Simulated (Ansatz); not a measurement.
ZrN:
```cif
data_N4Zr4
_chemical_formula_sum 'N4 Zr4'
_space_group_name_H-M_alt 'Fm-3m'
_space_group_IT_number 225
_space_group_name_Hall '-F 4 2 3'
_cell_length_a 4.59452
_cell_length_b 4.59452
_cell_length_c 4.59452
_cell_angle_alpha 90.000
_cell_angle_beta 90.000
_cell_angle_gamma 90.000
loop_
_atom_site_label
_atom_site_type_symbol
_atom_site_symmetry_multiplicity
_atom_site_Wyckoff_symbol
_atom_site_fract_x
_atom_site_fract_y
_atom_site_fract_z
_atom_site_occupancy
N1 N 4 a 0.00000 0.00000 0.00000 1
Zr1 Zr 4 b 0.50000 0.50000 0.50000 1
```
(The calculation used a cell of 2 atoms; values per cell refer to that cell.)

Relaxed with PBE.

Problem. Decompose the optical modes at the zone centre into irreducible representations, and say which are infrared and Raman allowed.

Solution. Point group m-3m: Γ_opt = T1u. Infrared: T1u. Raman: none.

Problem. Assign frequencies (DFPT, DFT-PBE in the program Ansatz with PAW potentials).

Solution. T1u 476 cm⁻¹.

The PBE relaxation kept the symmetry of its start; of distortions, only those at the zone centre were tested. No spin polarisation was allowed. With an odd number of electrons in the cell and no spin polarisation, the count alone makes it a metal. As this level gives no gap, phonon frequencies hold no LO–TO term and depend on the k-mesh and smearing (Fermi–Dirac, 0.1 eV here).

Potentials: the later of the program's two PAW sets.
